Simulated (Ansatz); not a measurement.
Relaxed-ion elastic tensor of AlGaAs2 in space group P-4m2 (No. 115; Ga on 1a, As on 2g, Al on 1c) in GPa (Voigt order), plane-wave PAW r²SCAN (Ansatz code); density 4.48 g/cm³, 22.83 Å³ per atom.

```
 144  25.6  52.8   0.0   0.0   0.0
25.6   144  52.8   0.0   0.0   0.0
52.8  52.8   117   0.0   0.0   0.0
 0.0   0.0   0.0  58.8   0.0   0.0
 0.0   0.0   0.0   0.0  58.8   0.0
 0.0   0.0   0.0   0.0   0.0  32.0
```

Question: Is the crystal mechanically stable?

Answer: Yes: the smallest eigenvalue of C is 32.0 GPa.

Question: Work out the Voigt, Reuss and Hill averages.

Answer: K_V = 74.2, K_R = 74.2, K_H = 74.2; G_V = 48.2, G_R = 44.1, G_H = 46.2 GPa.

Question: Give Young's modulus, Poisson's ratio, Pugh's ratio and the universal anisotropy index.

Answer: E = 9KG/(3K + G) = 115 GPa; ν = 0.24; K/G = 1.61 (brittle by the Pugh limit of 1.75); A_U = 5G_V/G_R + K_V/K_R − 6 = 0.46.

Question: Estimate the sound speeds and the Debye temperature.

Answer: v_l = √((K + 4G/3)/ρ) = 5500 m/s, v_t = √(G/ρ) = 3210 m/s, mean 3560 m/s; Θ = (h/k)(3n/4πV)^(1/3) v_m = 374 K.

Question: Solve the Christoffel equation for the three sound speeds along x, y, z.

Answer: Eigenvalues of C_ijkl n_j n_l equal ρv² (piezoelectric stiffening left out). In km/s, slowest first: x 2.67, 3.62, 5.67; y 2.67, 3.62, 5.67; z 3.62, 3.62, 5.10.

Question: How much does each axis shrink under pressure?

Answer: Linear compressibilities β_i = Σ_j S_ij (j = 1 to 3): x 4.5, y 4.5, z 4.5 per TPa.

The start of the workflow was typed in or built on a structure type; neither database checked (COD, Materials Project) lists it. Whether it is the stable phase at ambient conditions was not checked. The cell was relaxed with r²SCAN under the symmetry of its start; its stability against distortions is not shown here.

Potentials: the later of the program's two PAW sets.
